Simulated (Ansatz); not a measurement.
What does Ansatz print for the nuclei with this input?

The cell is an entry of the Crystallography Open Database (COD) whose atoms were relaxed with PBE, the cell held.

```yaml
crystal:
  lattice:
    - [4.9727, 0.0, 0.0]
    - [0.0, 4.9727, 0.0]
    - [0.0, 0.0, 6.9257]
  atoms:
    - { symbol: Si, position: [0.3054898261, 0.3054898261, 0.0] }
    - { symbol: Si, position: [0.1945101739, 0.8054898261, 0.25] }
    - { symbol: Si, position: [0.6945101739, 0.6945101739, 0.5] }
    - { symbol: Si, position: [0.8054898261, 0.1945101739, 0.75] }
    - { symbol: O, position: [0.2364506222, 0.1166503387, 0.185160447] }
    - { symbol: O, position: [0.3833496613, 0.7364506222, 0.435160447] }
    - { symbol: O, position: [0.7635493778, 0.8833496613, 0.685160447] }
    - { symbol: O, position: [0.6166503387, 0.2635493778, 0.935160447] }
    - { symbol: O, position: [0.7364506222, 0.3833496613, 0.564839553] }
    - { symbol: O, position: [0.8833496613, 0.7635493778, 0.314839553] }
    - { symbol: O, position: [0.2635493778, 0.6166503387, 0.064839553] }
    - { symbol: O, position: [0.1166503387, 0.2364506222, 0.814839553] }
kpoints:
  mp_grid: { grid: [5, 5, 4] }
scf:
  occupations: { method: fermi_dirac, width: 0.02 }
hamiltonian:
  xc: r2scan
  pseudopotentials: { kind: paw }
output:
  forces: true
  stress: true
  populations: true
  efg: { quadrupole_moments_barn: { O: -0.02558 }, contact_densities: true }
  write_density: true
  write_potential: true
  elf: true
  volumetric_format: npy
```

```sh
ansatz run input.yaml --threads 1 --pin off --max-ram 2560MiB --backend cpu --events-out ev --progress --plain --runs-dir out
```

Of the output, the block on the nuclei alone is shown; the set-up, the SCF iterations, energies, forces and stress are cut. One atom of each set with nearly equal values is shown.

```
--- PAW observables at the nuclei: V_zz in 10²¹ V/m², potentials from the cell's mean, atoms counted from 1 ---
  atom   1  Si V_zz =    -0.398473   η = 0.8411   by run symmetry: allowed
            electrostatic potential = -1352.725216 V   contact ρ = 12779.752176 e/Å³
  atom   5  O  V_zz =    +9.328426   η = 0.1918   by run symmetry: allowed   C_q = -5.7698 MHz
            electrostatic potential = -617.997095 V   contact ρ = 2148.641703 e/Å³
```

The run took 38 s of wall time (38 s of CPU time) and 0.76 GiB at its peak, on 1 thread of Intel Xeon Platinum 8375C CPU @ 2.90GHz (Ice Lake) (x86_64; 90 cores open to the job, memory cap 2.5 GiB, no GPU), a shared host with a load of 0.8 a core.

The largest force is 0.3 eV/Å, so the atoms aren't at the calculated equilibrium and relaxing them would move these values.
